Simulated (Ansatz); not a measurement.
Notes on Y3SbO3

```xyz
14
Lattice="0.0000 3.8698 0.0000 6.5896 -1.9349 0.0000 -0.9796 1.9349 -10.3754" Properties=species:S:1:pos:R:3 pbc="T T T"
Y     4.6999    0.0000   -5.7749
Y     0.9100    3.8698   -4.6004
Y     5.6844    0.0000   -2.1454
Y    -0.0745    3.8698   -8.2300
Y     3.3677    3.8698   -9.3407
Y     2.2423    0.0000   -1.0346
Sb    2.2523    1.9349   -7.0656
Sb    3.3576    1.9349   -3.3097
O    -0.2083    1.9349   -4.2435
O     5.8182    1.9349   -6.1319
O     4.5107    0.0000   -0.1868
O     1.0992    3.8698  -10.1886
O     0.2597    3.8698   -2.0647
O     5.3502    0.0000   -8.3107
```

Method: r2SCAN, no spin polarisation; PAW, plane waves to 500 eV, 5×5×5 Γ-centred mesh, fermi-dirac occupations (width 0.1 eV) (Ansatz 0.2.0), atoms fixed.

(1) Is there a gap, and of what kind?

(2) Which atom feels the largest force, and which way?

(3) Describe some of the short contacts.

(4) What is the character of the valence top and the conduction bottom?

Origin: a known structure type with other elements, at an estimated volume, so it need not be a known compound. Caveats: no spin-orbit coupling, which can shift this gap by tenths of an eV.

## Answers

(1) The gap is 0.66 eV, indirect (the least direct gap found is 1.09 eV).

(2) The largest is on Y1 (and as large on other atoms): 0.53 eV/Å, components (0.52, 0.00, -0.08). It makes 59° with the line to a nearest neighbour, O10 at 2.26 Å.

(3) Y–O at 2.21 Å: least valence density 0.49 e/Å³ and ELF 0.18 there. Sb–Y at 3.19 Å: least valence density 0.19 e/Å³ and ELF 0.26 there. Sb–O at 3.69 Å: least valence density 0.08 e/Å³ and ELF 0.08 there, a closed-shell (ionic or weak) contact. Both are smooth PAW fields, read partly inside the augmentation spheres.

(4) Within 0.7 eV of the edges, the states project mainly on Sb p (66 %) and Y d (26 %) below the gap and on Y d (76 %) above it.
